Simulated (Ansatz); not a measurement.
CsPbI2Br: energy from the work of forces and stress

```
CELL_PARAMETERS angstrom
6.37530 0.00000 0.00000
0.00000 6.37530 0.00000
0.00000 0.00000 5.96222
ATOMIC_POSITIONS crystal
Cs 0.50000 0.50000 0.50000
Pb 0.00000 0.00000 0.00000
I 0.00000 0.50000 0.00000
I 0.50000 0.00000 0.00000
Br 0.00000 0.00000 0.50000
```

Level of theory: DFT PBE, scalar-relativistic, plane waves, PAW (Ansatz 0.2.0).

Cutoff 420 eV; k points 4×4×6 on the computed 5-atom cell (Γ-centred); Gaussian smearing, width 0.02 eV; no spin polarisation.

At the start the stress (GPa, compression positive, xx yy zz yz xz xy) is 0.38 0.38 0.18 0.00 0.00 0.00 and all forces are under 0.005 eV/Å. Each variant moves atoms by u and then strains the cell by ε, so an atom ends at (r + u)(1 + ε); shears are tensor components, each standing twice in ε. The starting volume is 242.33 Å³.

Variant 1: strain (xx yy zz yz xz xy, %) -1.59 -1.59 4.41 0.00 0.00 0.00. There the stress is 0.89 0.89 -1.09 0.00 0.00 0.00 GPa.

Variant 2: strain (xx yy zz yz xz xy, %) 3.46 3.02 0.78 0.29 3.00 -1.67, moves (Å) Cs1 (0.009, 0.013, 0.026); Pb2 (0.021, -0.004, -0.009); I3 (-0.010, -0.012, 0.025); I4 (-0.016, -0.020, -0.014); Br5 (-0.005, 0.024, -0.027). There the stress is -0.86 -0.79 -0.43 -0.02 -0.23 0.12 GPa and the forces (eV/Å) are Cs1 (0.00, 0.00, 0.00); Pb2 (0.01, 0.00, 0.00); I3 (0.00, 0.01, -0.01); I4 (0.00, 0.00, -0.01); Br5 (-0.01, -0.01, 0.02).

Variant 3: strain (xx yy zz yz xz xy, %) -0.66 -2.42 -1.99 2.00 -0.23 -0.61, moves (Å) Cs1 (-0.057, -0.146, 0.040); Pb2 (0.087, 0.037, 0.030); I3 (-0.021, 0.010, 0.085); I4 (-0.142, 0.129, -0.053); Br5 (0.133, -0.030, -0.102). There the stress is 1.71 1.93 1.84 -0.21 -0.02 0.03 GPa and the forces (eV/Å) are Cs1 (-0.01, 0.06, -0.05); Pb2 (-0.54, -0.08, -0.33); I3 (-0.07, 0.08, -0.03); I4 (0.66, -0.05, 0.00); Br5 (-0.04, -0.01, 0.40).

Variant 4: strain (xx yy zz yz xz xy, %) -0.85 -0.84 -0.10 -0.06 0.06 -0.38, moves (Å) Cs1 (0.014, -0.087, 0.096); Pb2 (0.046, 0.107, -0.095); I3 (-0.022, -0.028, -0.018); I4 (-0.048, -0.046, 0.032); Br5 (0.011, 0.055, -0.014). There the stress is 0.89 1.05 0.48 0.00 0.00 0.02 GPa and the forces (eV/Å) are Cs1 (0.00, 0.00, -0.03); Pb2 (-0.15, -0.23, 0.09); I3 (-0.02, 0.25, 0.01); I4 (0.18, -0.02, 0.01); Br5 (-0.02, 0.00, -0.09).

Task: Estimate each change of free energy from forces and stresses by the trapezoid rule along the path (r + tu)(1 + tε), t from 0 to 1, and compare with the computed change.

Result: The derivative of the energy along the path is −F·u(1 + tε) for the atoms and −V σ(1 + tε)⁻¹ : ε for the cell, with F, σ and V taken at t (σ positive in compression; 1 eV/Å³ = 160.2 GPa). Averaging t = 0 and t = 1 gives, in meV per atom:
| variant | work on atoms | work on cell | sum | computed |
| --- | --- | --- | --- | --- |
| 1 | 0.0 | 12.0 | 12.0 | 12.7 |
| 2 | 0.1 | 7.5 | 7.6 | 8.6 |
| 3 | 21.3 | 17.7 | 39.1 | 33.0 |
| 4 | 5.6 | 3.6 | 9.2 | 8.2 |

The rule is exact for a quadratic energy surface and overshoots a term ct³ by c/2, so the difference between the last two columns measures the net anharmonic part along the path (terms of opposite sign can cancel, and the finite basis adds a little): 6 to 18 % here.

Spin–orbit coupling is left out, which can shift energies with elements as heavy as these.